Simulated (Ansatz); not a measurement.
SnO₂ (rutile)

```yaml
crystal:
  lattice:
    - [4.82756, 0.00000, 0.00000]
    - [0.00000, 4.82756, 0.00000]
    - [0.00000, 0.00000, 3.23791]
  atoms:
    - { symbol: Sn, position: [0.00000, 0.00000, 0.00000] }
    - { symbol: Sn, position: [0.50000, 0.50000, 0.50000] }
    - { symbol: O, position: [0.30660, 0.30660, 0.00000] }
    - { symbol: O, position: [0.80660, 0.19340, 0.50000] }
    - { symbol: O, position: [0.19340, 0.80660, 0.50000] }
    - { symbol: O, position: [0.69340, 0.69340, 0.00000] }
```

In this cell atom 5 (O, nearest neighbour Sn at 2.089 Å; its periodic images, 3.2 Å or more away, move with it) is moved by u·(0.707, 0.707, 0.000) + v·(0.000, 0.000, 1.000); the rest is frozen.

The numbers are results of PBE (plane waves to 420 eV, PAW, scalar-relativistic; Ansatz, a quantum-chemistry and plane-wave program), not measurements. k mesh 6×6×8 (Γ-centred), Fermi-Dirac smearing 0.05 eV. Energies are smeared free energies. SnO2 was relaxed with its symmetry unable to fall. The PAW data are Ansatz's earlier set. ΔE is measured from the undisplaced structure. Axes are in Å.

Task: Predict the ΔE (meV/cell) at all points of the grid u = -0.690, -0.345, 0.000, 0.345, 0.690 by v = -0.690, -0.345, 0.000, 0.345, 0.690.

Result: ΔE (meV/cell), with u across and v down:

```tsv
v \ u	-0.690	-0.345	0.000	0.345	0.690
-0.690	3071	3171	3397	3171	3071
-0.345	1480	869	731	869	1480
0.000	1005	222	0	222	1005
0.345	1480	869	731	869	1480
0.690	3071	3171	3397	3171	3071
```

(For displaced atoms, the force is minus the slope of the energy, and its curvature is a force constant, which sets phonon frequencies.)
